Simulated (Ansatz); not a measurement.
**Data sheet: ZnPbO3 (DFT)**

ZnPbO$_{3}$:
```
CELL_PARAMETERS angstrom
      2.71460     1.56727     4.78518
     -2.71460     1.56727     4.78518
      0.00000    -3.13455     4.78518
ATOMIC_POSITIONS crystal
  Zn 0.50069 0.50069 0.50069
  Zn 0.00069 0.00069 0.00069
  Pb 0.21868 0.21868 0.21868
  Pb 0.71868 0.71868 0.71868
  O  0.80332 0.12630 0.40172
  O  0.40172 0.80332 0.12630
  O  0.12630 0.40172 0.80332
  O  0.90172 0.62630 0.30332
  O  0.62630 0.30332 0.90172
  O  0.30332 0.90172 0.62630
```

Space group R3c (No. 161); conventional cell a = b = 5.4292 Å, c = 14.3555 Å, α = β = 90.00°, γ = 120.00°.

Method: r²SCAN (plane waves, PAW; program Ansatz). Structure relaxed to zero pressure with the same functional. Other levels are named where they apply.

**Cell and energy**

```json
{
 "volume_per_atom": "12.22 Å³",
 "density": "8.72 g/cm³",
 "Formation energy from the elements (no fitted shifts)": "-1.20 eV/atom"
}
```

**Electronic structure**

```json
{
  "band_gap": "0.23 eV (direct)",
  "valence_band_maximum": "at Γ",
  "conduction_band_minimum": "at Γ",
  "electron_effective_mass": "0.17 mₑ (isotropic)",
  "Electron effective mass with spin–orbit coupling": "0.17 mₑ (isotropic)",
  "Hole effective mass, band 1 of 2 at the edge": "3.6 along x, 3.8 along z (mₑ)",
  "Hole effective mass, band 2 of 2 at the edge": "0.80 along x, 3.8 along z (mₑ)",
  "Hole effective mass with spin–orbit coupling": "1.2, 1.2, 3.8 mₑ (principal values)",
  "HSE06 gap on the r²SCAN cell": "1.17 eV",
  "Gap with spin–orbit coupling": "0.22 eV"
}
```

**Mechanics**

```json
{
  "Bulk modulus (Birch–Murnaghan fit)": "1440 kbar",
  "Pressure derivative B′": "4.1",
  "Elastic constants (relaxed ions, GPa)": "C11 = 259, C12 = 135, C13 = 98.0, C14 = 3.9, C33 = 192, C44 = 51.3",
  "mechanical_stability": "stable (all eigenvalues of C positive)",
  "hill_bulk_and_shear_moduli": "149 and 57.6 GPa",
  "Young's modulus": "153 GPa",
  "Poisson's ratio": "0.33",
  "debye_temperature_from_the_elastic_constants": "373 K"
}
```

**Dielectric response**

```json
{
  "Electronic dielectric constant ε∞ (DFPT)": "6.71 (xx = yy), 6.33 (zz)",
  "Static dielectric constant ε0 (ions relaxed, cell fixed)": "16.6 (xx = yy), 24.3 (zz)",
  "Born charges (a third of the trace)": "Zn +2.39, Pb +4.50, O -2.30 e"
}
```

**Phonons**

```json
{
 "Highest zone-centre frequency (without LO–TO term)": "582 cm⁻¹",
 "zone_centre_stability": "no imaginary mode at Γ"
}
```

**Charges**

```json
{
  "bader_charges": "Zn +1.36, Pb +2.12, O -1.16 e"
}
```

The workflow started from a Materials Project entry (that database holds measured and hypothetical structures alike); the Crystallography Open Database copy checked does not list it. With Zn and Pb taken as one species the cell has the higher symmetry R-3c, so it may be an ordered model of a mixed-site phase. Whether it is the stable phase at ambient conditions was not checked. The cell was relaxed with r²SCAN under the symmetry of its start. The references are the lowest solids computed at this level, not always the standard phases (solids in place of the gases). Scalar-relativistic: spin–orbit coupling is off unless named, which matters more the heavier the elements.

Potentials: the later of the program's two PAW sets.
